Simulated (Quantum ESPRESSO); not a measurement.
# Computed records: Ge₆BN (made-up cell)

Computed with Quantum ESPRESSO 7.5. Calculation on a made-up crystal cell, not a measurement: periodic Kohn-Sham density functional theory in plane waves with PseudoDojo standard norm-conserving scalar-relativistic pseudopotentials, each functional with its own files (v0.5 for PBE, v0.4.1 for LDA and PBEsol), no spin polarisation, no spin-orbit coupling, atoms not relaxed, stress positive in tension, energies less a fixed whole-eV offset for each atom's element; levels are Kohn-Sham levels at fractions of this cell's reciprocal vectors, counted from the reference band (half the neutral cell's valence electrons, rounded up) at Gamma; error bars cover cutoff and k-mesh only, not smearing or the files; added strain carries the atoms with the cell, and shear is the tensor component; each bar is the largest change over components, and at least 0.002 eV, 0.002 eV per angstrom or 0.02 GPa; energies are for the whole cell, and the offsets were chosen from early runs and are not element reference energies.

Settings shared by all entries: lattice type zincblende/diamond; functional pbe; cutoff 1143 eV; fermi dirac smearing 0.1 eV; scf tolerance 1e-07 eV; electrons removed 0; k mesh 6 x 6 x 6, shifted by half a step.

(1) Ge₆BN (made-up cell)

```cif
# cell vector a (Å): 5.6735 0.0000 0.0000
# cell vector b (Å): 0.0000 5.6735 0.0000
# cell vector c (Å): 0.0000 0.0000 5.6735
data_Ge6BN
_symmetry_space_group_name_H-M 'P 1'
_symmetry_Int_Tables_number 1
_cell_length_a 5.6735
_cell_length_b 5.6735
_cell_length_c 5.6735
_cell_angle_alpha 90.000
_cell_angle_beta 90.000
_cell_angle_gamma 90.000
_cell_volume 182.62
loop_
_atom_site_label
_atom_site_type_symbol
_atom_site_fract_x
_atom_site_fract_y
_atom_site_fract_z
_atom_site_occupancy
Ge1 Ge 0.99704 0.01121 0.01132 1
Ge2 Ge 0.01787 0.49964 0.49939 1
B1 B 0.48460 0.98419 0.51182 1
N1 N 0.50424 0.50616 0.00878 1
Ge3 Ge 0.22598 0.23144 0.24094 1
Ge4 Ge 0.23449 0.73785 0.71318 1
Ge5 Ge 0.74626 0.23936 0.76757 1
Ge6 Ge 0.73683 0.73757 0.25794 1
```

The calculation gives: free energy less offsets 2.842 eV; smearing term minus ts -0.06935 eV; scf iterations 12; pressure -6.462 GPa; stress xx 6.665 GPa; stress yy 6.246 GPa; stress zz 6.476 GPa; stress yz -1.71 GPa; stress xz -4.172 GPa; stress xy -1.852 GPa; fermi level -0.1727 eV; reference band 46; error bar energy 0.003164 eV; error bar stress 0.02 GPa; error bar force 0.004377 eV/Å; error bar next band up 0.002 eV; error bar fermi level 0.003815 eV; error bars from tighter rerun of a related cell.

Atoms:
```csv
atoms element,atom site,atom energy offset (eV)
Ge,1,-2430
Ge,2,-2430
B,3,-79
N,4,-283
Ge,5,-2430
Ge,6,-2430
Ge,7,-2430
Ge,8,-2430
```

Forces:
```csv
site,x (eV/Å),y (eV/Å),z (eV/Å)
1,-0.9775,-2.611,-1.473
2,-2.529,-2.191,-1.148
3,0.04824,-0.03579,-0.2636
4,0.3325,-0.4368,-0.07963
5,3.984,1.045,1.944
6,3.477,3.076,2.284
7,-2.351,0.7445,-1.129
8,-1.985,0.4092,-0.135
```

Levels:
```csv
level k point,next band up (eV)
Gamma,0.06914
"(1/2,1/2,1/2)",-0.2223
"(0.15,0,0)",-0.0323
"(0,0.15,0)",0.06105
"(0,0,0.15)",0.06886
```

(2) Ge₆BN (made-up cell)

```cif
# cell vector a (Å): 5.6735 0.0000 0.0000
# cell vector b (Å): 0.0000 5.6735 0.0000
# cell vector c (Å): 0.0000 0.0000 5.6735
data_Ge6BN
_symmetry_space_group_name_H-M 'P 1'
_symmetry_Int_Tables_number 1
_cell_length_a 5.6735
_cell_length_b 5.6735
_cell_length_c 5.6735
_cell_angle_alpha 90.000
_cell_angle_beta 90.000
_cell_angle_gamma 90.000
_cell_volume 182.62
loop_
_atom_site_label
_atom_site_type_symbol
_atom_site_fract_x
_atom_site_fract_y
_atom_site_fract_z
_atom_site_occupancy
Ge1 Ge 0.99704 0.01121 0.01132 1
Ge2 Ge 0.01787 0.49964 0.49939 1
B1 B 0.48460 0.98419 0.51182 1
N1 N 0.50424 0.50616 0.00878 1
Ge3 Ge 0.22598 0.23144 0.24094 1
Ge4 Ge 0.23449 0.73785 0.71661 1
Ge5 Ge 0.74626 0.23936 0.76757 1
Ge6 Ge 0.73683 0.73757 0.25794 1
```

The calculation gives: free energy less offsets 2.799 eV; smearing term minus ts -0.07017 eV; scf iterations 12; pressure -6.559 GPa; stress xx 6.78 GPa; stress yy 6.371 GPa; stress zz 6.525 GPa; stress yz -1.678 GPa; stress xz -4.053 GPa; stress xy -1.766 GPa; fermi level -0.1755 eV; reference band 46; error bar energy 0.003164 eV; error bar stress 0.02 GPa; error bar force 0.004377 eV/Å; error bar next band up 0.002 eV; error bar fermi level 0.003815 eV; error bars from tighter rerun of a related cell.

Atoms:
```csv
atoms element,atom site,atom energy offset (eV)
Ge,1,-2430
Ge,2,-2430
B,3,-79
N,4,-283
Ge,5,-2430
Ge,6,-2430
Ge,7,-2430
Ge,8,-2430
```

Forces:
```csv
site,x (eV/Å),y (eV/Å),z (eV/Å)
1,-0.9908,-2.591,-1.44
2,-2.421,-2.07,-1.064
3,0.04254,-0.03752,-0.2428
4,0.3149,-0.4214,-0.08541
5,3.982,1.041,1.964
6,3.411,2.924,2.134
7,-2.352,0.7408,-1.151
8,-1.986,0.4142,-0.1154
```

Levels:
```csv
level k point,next band up (eV)
Gamma,0.07023
"(1/2,1/2,1/2)",-0.233
"(0.15,0,0)",-0.03456
"(0,0.15,0)",0.05897
"(0,0,0.15)",0.06223
```

(3) Ge₆BN (made-up cell)

```cif
# cell vector a (Å): 5.6735 0.0000 0.0000
# cell vector b (Å): 0.0000 5.6735 0.0000
# cell vector c (Å): 0.0000 0.0000 5.6735
data_Ge6BN
_symmetry_space_group_name_H-M 'P 1'
_symmetry_Int_Tables_number 1
_cell_length_a 5.6735
_cell_length_b 5.6735
_cell_length_c 5.6735
_cell_angle_alpha 90.000
_cell_angle_beta 90.000
_cell_angle_gamma 90.000
_cell_volume 182.62
loop_
_atom_site_label
_atom_site_type_symbol
_atom_site_fract_x
_atom_site_fract_y
_atom_site_fract_z
_atom_site_occupancy
Ge1 Ge 0.99704 0.01121 0.01132 1
Ge2 Ge 0.01787 0.49964 0.49939 1
B1 B 0.48460 0.98419 0.51182 1
N1 N 0.50424 0.50616 0.00878 1
Ge3 Ge 0.22598 0.23144 0.24094 1
Ge4 Ge 0.23449 0.73785 0.72424 1
Ge5 Ge 0.74626 0.23936 0.76757 1
Ge6 Ge 0.73683 0.73757 0.25794 1
```

The calculation gives: free energy less offsets 2.714 eV; smearing term minus ts -0.07221 eV; scf iterations 12; pressure -6.752 GPa; stress xx 7.01 GPa; stress yy 6.62 GPa; stress zz 6.627 GPa; stress yz -1.613 GPa; stress xz -3.786 GPa; stress xy -1.585 GPa; fermi level -0.18 eV; reference band 46; error bar energy 0.003164 eV; error bar stress 0.02 GPa; error bar force 0.004377 eV/Å; error bar next band up 0.002 eV; error bar fermi level 0.003815 eV; error bars from tighter rerun of a related cell.

Atoms:
```csv
atoms element,atom site,atom energy offset (eV)
Ge,1,-2430
Ge,2,-2430
B,3,-79
N,4,-283
Ge,5,-2430
Ge,6,-2430
Ge,7,-2430
Ge,8,-2430
```

Forces:
```csv
site,x (eV/Å),y (eV/Å),z (eV/Å)
1,-1.024,-2.543,-1.362
2,-2.194,-1.814,-0.8775
3,0.03203,-0.03848,-0.2003
4,0.2752,-0.3861,-0.09515
5,3.976,1.032,2.008
6,3.281,2.593,1.798
7,-2.356,0.7325,-1.198
8,-1.99,0.4243,-0.07205
```

Levels:
```csv
level k point,next band up (eV)
Gamma,0.07446
"(1/2,1/2,1/2)",-0.2502
"(0.15,0,0)",-0.0376
"(0,0.15,0)",0.0552
"(0,0,0.15)",0.04926
```

(4) Ge₆BN (made-up cell)

```cif
# cell vector a (Å): 5.6735 0.0000 0.0000
# cell vector b (Å): 0.0000 5.6735 0.0000
# cell vector c (Å): 0.0000 0.0000 5.6735
data_Ge6BN
_symmetry_space_group_name_H-M 'P 1'
_symmetry_Int_Tables_number 1
_cell_length_a 5.6735
_cell_length_b 5.6735
_cell_length_c 5.6735
_cell_angle_alpha 90.000
_cell_angle_beta 90.000
_cell_angle_gamma 90.000
_cell_volume 182.62
loop_
_atom_site_label
_atom_site_type_symbol
_atom_site_fract_x
_atom_site_fract_y
_atom_site_fract_z
_atom_site_occupancy
Ge1 Ge 0.99704 0.01121 0.01132 1
Ge2 Ge 0.01787 0.49964 0.49939 1
B1 B 0.48460 0.98419 0.51182 1
N1 N 0.50424 0.50616 0.00878 1
Ge3 Ge 0.22598 0.23144 0.24094 1
Ge4 Ge 0.23449 0.73785 0.73801 1
Ge5 Ge 0.74626 0.23936 0.76757 1
Ge6 Ge 0.73683 0.73757 0.25794 1
```

The calculation gives: free energy less offsets 2.597 eV; smearing term minus ts -0.07654 eV; scf iterations 12; pressure -7.03 GPa; stress xx 7.345 GPa; stress yy 6.961 GPa; stress zz 6.784 GPa; stress yz -1.512 GPa; stress xz -3.301 GPa; stress xy -1.285 GPa; fermi level -0.1803 eV; reference band 46; error bar energy 0.003164 eV; error bar stress 0.02 GPa; error bar force 0.004377 eV/Å; error bar next band up 0.002 eV; error bar fermi level 0.003815 eV; error bars from tighter rerun of a related cell.

Atoms:
```csv
atoms element,atom site,atom energy offset (eV)
Ge,1,-2430
Ge,2,-2430
B,3,-79
N,4,-283
Ge,5,-2430
Ge,6,-2430
Ge,7,-2430
Ge,8,-2430
```

Forces:
```csv
site,x (eV/Å),y (eV/Å),z (eV/Å)
1,-1.099,-2.436,-1.207
2,-1.826,-1.398,-0.5551
3,0.02079,-0.03039,-0.1387
4,0.2022,-0.3184,-0.1012
5,3.966,1.015,2.086
6,3.093,2.012,1.188
7,-2.36,0.7177,-1.276
8,-1.997,0.4385,0.00464
```

Levels:
```csv
level k point,next band up (eV)
Gamma,0.09426
"(1/2,1/2,1/2)",-0.2564
"(0.15,0,0)",-0.03198
"(0,0.15,0)",0.0551
"(0,0,0.15)",0.03716
```

(5) Ge₆BN (made-up cell)

```cif
# cell vector a (Å): 5.6735 0.0000 0.0000
# cell vector b (Å): 0.0000 5.6735 0.0000
# cell vector c (Å): 0.0000 0.0000 5.6735
data_Ge6BN
_symmetry_space_group_name_H-M 'P 1'
_symmetry_Int_Tables_number 1
_cell_length_a 5.6735
_cell_length_b 5.6735
_cell_length_c 5.6735
_cell_angle_alpha 90.000
_cell_angle_beta 90.000
_cell_angle_gamma 90.000
_cell_volume 182.62
loop_
_atom_site_label
_atom_site_type_symbol
_atom_site_fract_x
_atom_site_fract_y
_atom_site_fract_z
_atom_site_occupancy
Ge1 Ge 0.99704 0.01121 0.01132 1
Ge2 Ge 0.01787 0.49964 0.49939 1
B1 B 0.48460 0.98419 0.51182 1
N1 N 0.50424 0.50616 0.00878 1
Ge3 Ge 0.22598 0.23144 0.24094 1
Ge4 Ge 0.23449 0.73785 0.74312 1
Ge5 Ge 0.74626 0.23936 0.76757 1
Ge6 Ge 0.73683 0.73757 0.25794 1
```

Atoms:
```csv
atoms element,atom site,atom energy offset (eV)
Ge,1,-2430
Ge,2,-2430
B,3,-79
N,4,-283
Ge,5,-2430
Ge,6,-2430
Ge,7,-2430
Ge,8,-2430
```

Q: What stress xz does the calculation give for Ge₆BN (made-up cell) (entry 5)?
A: -3.121 GPa

Q: Give the table of levels values for Ge₆BN (made-up cell) (entry 5).
A: 
Levels:
```csv
level k point,next band up (eV)
Gamma,0.1067
"(1/2,1/2,1/2)",-0.251
"(0.15,0,0)",-0.02532
"(0,0.15,0)",0.05823
"(0,0,0.15)",0.03805
```

Further results for Ge₆BN (made-up cell) (entry 5):

* free energy less offsets: 2.566 eV
* smearing term minus ts: -0.07829 eV
* scf iterations: 12
* pressure: -7.109 GPa
* stress xx: 7.442 GPa
* stress yy: 7.054 GPa
* stress zz: 6.83 GPa
* stress yz: -1.48 GPa
* stress xy: -1.179 GPa
* fermi level: -0.1774 eV
* reference band: 46
* error bar energy: 0.003164 eV
* error bar stress: 0.02 GPa
* error bar force: 0.004377 eV/Å
* error bar next band up: 0.002 eV
* error bar fermi level: 0.003815 eV
* error bars from: tighter rerun of a related cell

Forces:
```csv
site,x (eV/Å),y (eV/Å),z (eV/Å)
1,-1.131,-2.39,-1.145
2,-1.702,-1.257,-0.4413
3,0.01918,-0.02428,-0.1217
4,0.1748,-0.2922,-0.09948
5,3.962,1.009,2.115
6,3.038,1.8,0.9622
7,-2.361,0.7122,-1.303
8,-1.999,0.4425,0.0326
```
